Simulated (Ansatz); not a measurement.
# Structure search: one TiC₈ candidate

Method: Ansatz, DFT PBE+D3(BJ), scalar-relativistic, plane waves, PAW. Cutoff 420 eV, Gaussian smearing, Γ-centred meshes. Cell and atoms relax first on a coarse mesh and then on a finer one. In between, the cell is made exact in the group found at 0.06 Å. In metals the finer mesh still leaves noise of several meV/atom or more. The steps can't lower the symmetry of their start. No spin polarisation.

The guess for TiC₈ was made by a generator: Ti between graphite sheets, stage 1 (P6/mmm, No. 191) (host C; sites filled 1 of 4). The dimensions are guesses.

```cif
data_structure
_symmetry_space_group_name_H-M 'P 1'
_symmetry_Int_Tables_number 1
_cell_length_a 4.9120
_cell_length_b 4.9120
_cell_length_c 4.0204
_cell_angle_alpha 90.000
_cell_angle_beta 90.000
_cell_angle_gamma 120.000
_cell_volume 84.01
loop_
_atom_site_label
_atom_site_type_symbol
_atom_site_fract_x
_atom_site_fract_y
_atom_site_fract_z
_atom_site_occupancy
Ti1 Ti 0.00000 0.00000 0.50000 1
C1 C 0.33333 0.66667 0.00000 1
C2 C 0.33333 0.16667 0.00000 1
C3 C 0.83333 0.66667 0.00000 1
C4 C 0.83333 0.16667 0.00000 1
C5 C 0.16667 0.83333 0.00000 1
C6 C 0.16667 0.33333 0.00000 1
C7 C 0.66667 0.83333 0.00000 1
C8 C 0.66667 0.33333 0.00000 1
```

Energies over the elements count from the elements' standard structures at the same level, with no fitted energy shifts.

Question: Where does the relaxation end?

Answer: The symmetry stays P6/mmm (No. 191). The volume per atom shrinks by 6.2 %, from 9.3 to 8.8 Å³. The shortest distance goes from 1.42 Å (C–C) to 1.43 Å (C–C). The ratio c/a of the conventional cell changes by a factor of 0.89. Conventional cell: a = 5.001 Å, c = 3.638 Å. Around Ti lie 12 C at 2.33 Å; around C on a site of symmetry -6m2 lie 3 C at 1.43 Å; C on a site of symmetry mm2 is surrounded by 3 C at 1.43–1.46 Å and 2 Ti at 2.33 Å.

```
Ti C
1.0
     5.00104    0.00000    0.00000
    -2.50052    4.33102    0.00000
     0.00000    0.00000    3.63823
Ti C
1 8
Direct
  0.00000 0.00000 0.50000
  0.33333 0.66667 0.00000
  0.33662 0.16831 0.00000
  0.83169 0.66338 0.00000
  0.83169 0.16831 0.00000
  0.16831 0.83169 0.00000
  0.16831 0.33662 0.00000
  0.66338 0.83169 0.00000
  0.66667 0.33333 0.00000
```

Question: How does it come out in energy, and is it a metal?

Answer:

| Property | Result |
| --- | --- |
| Formation energy | +0.18 eV/atom |
| Gap on the 9×9×10 mesh of the 9-atom cell | 0 eV (a metal) |

It can't be a ground state, since the elements alone are lower.

The last run used Gaussian smearing of 0.10 eV. A later test with randomly moved atoms came back to the same energy, though modes that don't fit the test's cell weren't probed. In all, the 4 runs took 80 s on 1 thread of Intel(R) Xeon(R) Platinum 8375C CPU @ 2.90GHz (Ice Lake), with other jobs on the host.
